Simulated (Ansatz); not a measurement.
Clean, relaxed (001) surface of Mg, space group P6_3/mmc (No. 194) (top face towards +c; atoms held fixed, by place in the list: 1, 2):

```xyz
4
Lattice="3.1882 0.0000 0.0000 -1.5941 2.7611 0.0000 0.0000 0.0000 24.6627" Properties=species:S:1:pos:R:3 pbc="T T T"
Mg    1.5941    0.9204    8.5000
Mg    0.0000    1.8407   11.0542
Mg    1.5941    0.9204   13.5713
Mg    0.0000    1.8407   16.1680
```

The calculation used Ansatz 0.2.0, DFT PBEsol, scalar-relativistic, plane waves, PAW. Plane waves to 420 eV, a k mesh through Γ of 9×9×1 on the computed 4-atom cell and Gaussian smearing (0.10 eV); no spin polarisation. A dipole correction removes the field between periodic images along c.

H (atom) is adsorbed on the top face, one adsorbate per 8.8 Å², and relaxed from 3 starting sites (fractions of a and b). The adsorption energy is E(slab + adsorbate) − E(slab) − E(free adsorbate, spin-polarised where open-shell). Heights count from the highest slab atom after relaxation. Δφ is the top face's. Δp counts per cell along +c. Bonded neighbours lie within 1.25 times the sum of covalent radii (1.35 for H) and, on that scale, within 12 % of the closest. With the adsorbate the cell is lengthened along c to keep the vacuum.

```json
{"start": "top (Mg) at (0.33, 0.67)", "ends at": "(0.33, 0.67), 1 bonded neighbour (Mg)", "E_ads (eV)": "-1.47", "height (Å)": "1.73", "shortest contact": "H–Mg 1.73 Å", "Δφ (eV)": "+2.91", "Δp (e·Å)": "-0.143"}
{"start": "hollow (Mg-Mg-Mg) at (0.00, 0.00), 1.0 Å under the top layer", "ends at": "(0.00, 0.00), 3 bonded neighbours (Mg)", "E_ads (eV)": "-2.20", "height (Å)": "-1.76", "shortest contact": "H–Mg 2.11 Å", "Δφ (eV)": "-0.20", "Δp (e·Å)": "+0.012"}
{"start": "bridge (Mg-Mg) at (0.83, 0.67)", "ends at": "(0.00, 0.99), 3 bonded neighbours (Mg)", "E_ads (eV)": "-2.55", "height (Å)": "0.85", "shortest contact": "H–Mg 2.03 Å", "Δφ (eV)": "-0.28", "Δp (e·Å)": "+0.009"}
```

Among the sites tried, the lowest end comes from the bridge (Mg-Mg) at (0.83, 0.67) start; other sites may lie lower.

Each end is the local minimum or symmetric point that its start leads to. The slab is only 7.7 Å thick, so the energies aren't converged with thickness.

The adsorbed runs have no spin polarisation, so weakly bound open-shell ends lie too high.